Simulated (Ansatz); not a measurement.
A single-point calculation of In3GaP4 as one 8-atom ordering (P-43m) on the zincblende lattice with the PAW code Ansatz, at the level HSE06. Cell and atoms come from a relaxation with r2SCAN.

Input file:
```yaml
crystal:
  lattice:
    - [5.7923851478, 0.0, 0.0]
    - [0.0, 5.7923851478, 0.0]
    - [0.0, 0.0, 5.7923851478]
  atoms:
    - { symbol: Ga, position: [0.0, 0.0, 0.0] }
    - { symbol: P, position: [0.2388565428, 0.2388565428, 0.2388565428] }
    - { symbol: In, position: [0.5, 0.5, 0.0] }
    - { symbol: P, position: [0.7611434572, 0.7611434572, 0.2388565428] }
    - { symbol: In, position: [0.5, 0.0, 0.5] }
    - { symbol: P, position: [0.7611434572, 0.2388565428, 0.7611434572] }
    - { symbol: In, position: [0.0, 0.5, 0.5] }
    - { symbol: P, position: [0.2388565428, 0.7611434572, 0.7611434572] }
kpoints:
  mp_grid: { grid: [4, 4, 4] }
  band_path:
    path: [[0.0, 0.0, 0.0], [0.0, 0.5, 0.0], [0.5, 0.5, 0.0], [0.5, 0.5, 0.5]]
    npoints: 1
hamiltonian:
  xc: hse06
scf:
  occupations: { method: fixed }
  n_extra_bands: 6
output:
  forces: true
  stress: true
  eigenvalues: true
  write_density: true
  write_potential: true
  elf: true
  volumetric_format: npy
```

Command: `ansatz run input.yaml --threads 4 --pin off --max-ram 6451MiB --backend cpu --events-out ev --progress --plain --runs-dir out`. Wall time 62 s on 4 threads of AMD EPYC 9B45 (Zen 5), on a shared host, load about 0.3 per core; peak host memory 3.7 GiB.

Main lines of the log:
```
scf.n_extra_bands = 6 over 36 filled bands (N_el = 72.0): the run solves 42 bands
Functional definition: HSE06
Crystal: 8 atoms, lattice volume = 194.345 Å³
Basis set: ecut = 420 eV, 3791 PW (Γ)
Symmetry: 24 space group operations
Space group: P-43m (ITA 215)
k-points: 10 of 64 (time reversal used)
Exchange kernel: α = 0.2500, screened, ω = 0.2079 Å⁻¹, Wigner–Seitz truncation, v(0) = 1046.6727 eV·Å³, q-mesh 4×4×4
hybrid outer 1: dexx = +3.008e-2 eV, tail = 6.35e-5 eV
hybrid outer 2: dexx = +1.930e-6 eV, tail = 3.25e-8 eV, Δε = 3.56e-3 eV, ΔF = 1.23e-3 eV/Å
NSCF: frozen V_eff on 4 k-points
hybrid SCF converged: 2 outer / 11 inner (+4 warm-up)
Free energy (F): -23616.010333 eV
Fermi energy:    6.405219 eV
--- Forces (eV/Å), atoms counted from 1 ---
  atom   1  Ga      0.00000      0.00000      0.00000
  atom   2  P       0.04191      0.04191      0.04191
  atom   3  In      0.00000      0.00000      0.00000
  atom   4  P     -0.04191    -0.04191      0.04191
  atom   5  In      0.00000      0.00000      0.00000
  atom   6  P     -0.04191      0.04191    -0.04191
  atom   7  In      0.00000      0.00000      0.00000
  atom   8  P       0.04191    -0.04191    -0.04191
--- Stress (GPa, compression-positive) ---
       -0.047234       0.000000       0.000000
        0.000000      -0.047234       0.000000
        0.000000       0.000000      -0.047234
  P = ⅓ Tr σ = -0.0472 GPa (-0.472 kbar)
--- Band table (eV; the first three rows and the last of 10) ---
  k-point 0: bands = […, 3.9555, 3.9555, 3.9555, 6.4052, 6.4052, 6.4052, 7.9831, 8.8066, 8.8066, 8.8066, …]
  k-point 1: bands = […, 3.5000, 4.1316, 4.1316, 4.8800, 5.8783, 5.8783, 8.9343, 9.3724, 9.7260, 9.7737, …]
  k-point 2: bands = […, 3.1746, 3.2475, 4.7052, 4.7052, 5.0603, 5.0603, 9.4908, 9.5431, 10.3129, 10.6037, …]
  k-point 9: bands = […, 5.0620, 5.4564, 5.4564, 5.4564, 5.5861, 5.5861, 8.2351, 8.7653, 8.7653, 8.7653, …]
```

The rows of the band table are 0: (0, 0, 0) = Γ, 1: (0, 0, 1/4), 2: (0, 0, -1/2) = X, 9: (-1/2, -1/2, -1/2) = R.

bands.tsv, columns around the gap (it counts bands from 0):
```tsv
# k_distance	band_31	band_32	band_33	band_34	band_35	band_36	band_37	band_38	band_39
# fermi_ev = 6.405219
# [0, 0, 0] at k_distance = 0.000000
# [0, 0.5, 0] at k_distance = 0.542366
# [0.5, 0.5, 0] at k_distance = 1.084732
# [0.5, 0.5, 0.5] at k_distance = 1.627098
# levels_relative_to = fermi_ev
0.000	-2.450	-2.450	0.000	0.000	0.000	1.578	2.401	2.401	2.401
0.542	-3.158	-1.700	-1.700	-1.345	-1.345	3.086	3.138	3.908	4.198
1.085	-2.951	-1.274	-1.274	-1.141	-0.770	3.535	3.536	4.137	4.137
1.627	-0.949	-0.949	-0.949	-0.819	-0.819	1.830	2.360	2.360	2.360
```
In order the rows are Γ, X, M, R.

Planar averages along the third cell vector, from rho_z.tsv and v_z.tsv (valence density with its augmentation; electrostatic potential energy of an electron, of which only differences have a meaning):

| z (Å) | ρ (e/Å³) | v_es (eV) |
| --- | --- | --- |
| 0.00 | 0.920 | 3.53 |
| 0.14 | 0.807 | 3.60 |
| 0.43 | 0.399 | 4.05 |
| 0.58 | 0.301 | 4.27 |
| 0.72 | 0.257 | 4.20 |
| 0.87 | 0.236 | 3.76 |
| 1.16 | 0.214 | 2.31 |
| 1.30 | 0.207 | 1.90 |
| 1.45 | 0.205 | 1.91 |
| 1.59 | 0.209 | 2.34 |
| 1.88 | 0.223 | 4.07 |
| 2.03 | 0.233 | 4.64 |
| 2.17 | 0.261 | 4.56 |
| 2.32 | 0.326 | 3.95 |
| 2.61 | 0.569 | 2.54 |
| 2.75 | 0.684 | 2.14 |
| 2.90 | 0.730 | 2.01 |
| 3.04 | 0.684 | 2.14 |
| 3.33 | 0.435 | 3.18 |
| 3.48 | 0.326 | 3.95 |
| 3.62 | 0.261 | 4.56 |
| 3.77 | 0.233 | 4.64 |
| 4.05 | 0.215 | 3.14 |
| 4.20 | 0.209 | 2.34 |
| 4.34 | 0.205 | 1.91 |
| 4.49 | 0.207 | 1.90 |
| 4.78 | 0.224 | 3.03 |
| 4.92 | 0.236 | 3.76 |
| 5.07 | 0.257 | 4.20 |
| 5.21 | 0.301 | 4.27 |
| 5.50 | 0.580 | 3.78 |
| 5.65 | 0.807 | 3.60 |

With HSE06 the gap is 1.58 eV and direct, at Γ. Edges are sought over the mesh and the listed points. The mean stress, 0.0 GPa, is small, and the program warns that its thresholds are loose for a hybrid's stress. The largest force is 0.07 eV/Å.

These are computed values for a spin-unpolarised cell that may be hypothetical; none is a measurement.

No spin-orbit coupling is included; it can move band edges with weight on the heavy atoms by tenths of an eV.

The meshes of the hybrids are coarse, so their gaps aren't converged to the digits shown.
